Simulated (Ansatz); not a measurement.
ZnAg (Pm-3m), a sublattice moved along a line

These are results of Ansatz, DFT PBEsol, scalar-relativistic, plane waves, PAW, not measurements. The runs took a 420 eV cutoff, a Γ-centred 16×16×16 mesh and Gaussian smearing (0.15 eV). No spin polarisation. Energies are free energies at this smearing, counted from the undisturbed cell; pressure is positive in compression.

The starting cell (as given, not relaxed at this level; it stands at -3.9 GPa, and it needn't be the usual structure):

```
Zn Ag
1.0
     3.15600    0.00000    0.00000
     0.00000    3.15600    0.00000
     0.00000    0.00000    3.15600
Zn Ag
1 1
Direct
  0.50000 0.50000 0.50000
  0.00000 0.00000 0.00000
```

Every Ag atom is moved by x along the Cartesian unit vector (0.000, 0.000, 1.000); the cell and all other atoms stay fixed. The cell is metallic on the mesh throughout.

Problem. Over the sampled range (-0.5000 to 0.4375), is the undisturbed cell the lowest point?

Solution. Yes, every other sampled point lies higher.

The scan:

| x (Å) | ΔE (meV/cell) |
| --- | --- |
| -0.5000 | 397.4 |
| -0.2500 | 100.3 |
| 0.0000 | 0.0 |
| 0.0625 | 6.3 |
| 0.1250 | 25.1 |
| 0.1875 | 56.5 |
| 0.3125 | 156.6 |
| 0.3750 | 225.1 |
| 0.4375 | 305.5 |